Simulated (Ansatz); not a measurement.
# Relaxation path: Bi

DFT, r2SCAN, PAW with Ansatz's default frozen-core files, scalar-relativistic (Ansatz 0.2.0); a Γ-centred 14×14×14 k mesh, Fermi–Dirac smearing of 0.05 eV, no spin polarisation. The run relaxes cell and atoms at a target pressure of 0 GPa.

Command: `ansatz run input.yaml --threads 1 --pin off --max-ram 3072MiB --backend cpu --events-out ev --progress --plain --runs-dir out` It took 2.1 min on 1 thread of Intel(R) Xeon(R) 6975P-C (Granite Rapids) (shared host), peak memory 0.96 GiB.

```yaml
crystal:
  lattice:
    - [2.2731689774, 1.312414721, 3.9539647457]
    - [-2.2731689774, 1.312414721, 3.9539647457]
    - [0.0, -2.624829442, 3.9539647457]
  atoms:
    - { symbol: Bi, position: [0.763, 0.763, 0.763] }
    - { symbol: Bi, position: [0.237, 0.237, 0.237] }
kpoints:
  mp_grid: { grid: [14, 14, 14] }
scf:
  occupations: { method: fermi_dirac, width: 0.05 }
hamiltonian:
  xc: r2scan
  pseudopotentials: { kind: paw }
output:
  forces: true
  stress: true
relax:
  f_tol: 0.003
  max_steps: 80
  cell: {}
```

Each step lists its free energy a cell above the last geometry, the pressure, the cell vectors (Å), and Cartesian positions (Å) with forces (eV/Å).

The first step:

```
step 1  dF = 21.32 meV  P = 0.16 GPa
  cell 2.2732 1.3124 3.9540  -2.2732 1.3124 3.9540  0.0000 -2.6248 3.9540
  Bi 0.0000 0.0000 9.0506   0.0000 0.0000 0.2950
  Bi 0.0000 0.0000 2.8113   0.0000 0.0000 -0.2950
```

Spin–orbit coupling is left out, which matters for the heavy atoms. The PAW files were made under PBE.

Q: Where does the relaxation end, and by which steps?

A: After 6 geometries, with conventional a, b, c = 4.531, 4.531, 12.406 Å, at 36.769 Å³/atom (+3.90 % against the start) in space group R-3m, with a shortest distance of 3.071 Å. The further steps:
```
step 2  dF = 9.75 meV  P = 0.65 GPa
  cell 2.2845 1.3189 3.9544  -2.2845 1.3189 3.9544  0.0000 -2.6379 3.9544
  Bi 0.0000 0.0000 9.1021   0.0000 0.0000 -0.0971
  Bi 0.0000 0.0000 2.7611   0.0000 0.0000 0.0971
step 3  dF = 4.54 meV  P = 0.10 GPa
  cell 2.2841 1.3187 4.0020  -2.2841 1.3187 4.0020  0.0000 -2.6375 4.0020
  Bi 0.0000 0.0000 9.2087   0.0000 0.0000 0.0081
  Bi 0.0000 0.0000 2.7972   0.0000 0.0000 -0.0081
step 4  dF = 1.59 meV  P = 0.50 GPa
  cell 2.2569 1.3030 4.0998  -2.2569 1.3030 4.0998  0.0000 -2.6060 4.0998
  Bi 0.0000 0.0000 9.4421   0.0000 0.0000 0.0056
  Bi 0.0000 0.0000 2.8573   0.0000 0.0000 -0.0056
step 5  dF = 0.11 meV  P = -0.01 GPa
  cell 2.2675 1.3091 4.1164  -2.2675 1.3091 4.1164  0.0000 -2.6183 4.1164
  Bi 0.0000 0.0000 9.4854   0.0000 0.0000 0.0242
  Bi 0.0000 0.0000 2.8637   0.0000 0.0000 -0.0242
step 6  dF = 0.00 meV  P = 0.00 GPa
  cell 2.2657 1.3081 4.1354  -2.2657 1.3081 4.1354  0.0000 -2.6162 4.1354
  Bi 0.0000 0.0000 9.5345   0.0000 0.0000 0.0006
  Bi 0.0000 0.0000 2.8717   0.0000 0.0000 -0.0006
step 7  dF = -0.60 meV  P = 0.01 GPa  (same geometry on a basis chosen anew; earlier energies don't compare to the last digit)
  cell 2.2657 1.3081 4.1354  -2.2657 1.3081 4.1354  0.0000 -2.6162 4.1354
  Bi 0.0000 0.0000 9.5345   0.0000 0.0000 0.0008
  Bi 0.0000 0.0000 2.8717   0.0000 0.0000 -0.0008
```
